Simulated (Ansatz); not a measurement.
**Two-dimensional strain map in CrN**

These are results of DFT PBEsol, scalar-relativistic, plane waves, PAW (Ansatz 0.2.0), not measurements. Cutoff 420 eV, Γ-centred 21×21×18 k-points, Gaussian smearing of 0.15 eV. No spin polarisation. A magnetic state may lie lower. Energies are free energies at this smearing, counted from the undisturbed cell; pressure is positive in compression.

Reference structure (as given, not relaxed at this level; it stands at -7.9 GPa; this form isn't the usual structure):

```yaml
crystal:
  lattice:
    - [2.67179, 0.00000, 0.00000]
    - [-1.33589, 2.31383, 0.00000]
    - [0.00000, 0.00000, 2.57894]
  atoms:
    - { symbol: Cr, position: [0.66667, 0.33333, 0.50000] }
    - { symbol: N, position: [0.33333, 0.66667, 0.00000] }
```

The cell is strained by p along both x and y and by q along z, fractional coordinates fixed. Points are written (p, q).

Energy above the undisturbed cell in meV/atom (a dash: not computed):

```
 p \ q  -0.050  -0.025  0.000  0.050
-0.050   182.2       ?      ?  109.6
 0.000    46.9       –    0.0   71.2
 0.050   139.1       –  133.9  230.2
```

**Question.** Fill in the withheld energies.

**Answer.** (-0.050, -0.025): 111.2; (-0.050, 0.000): 79.4.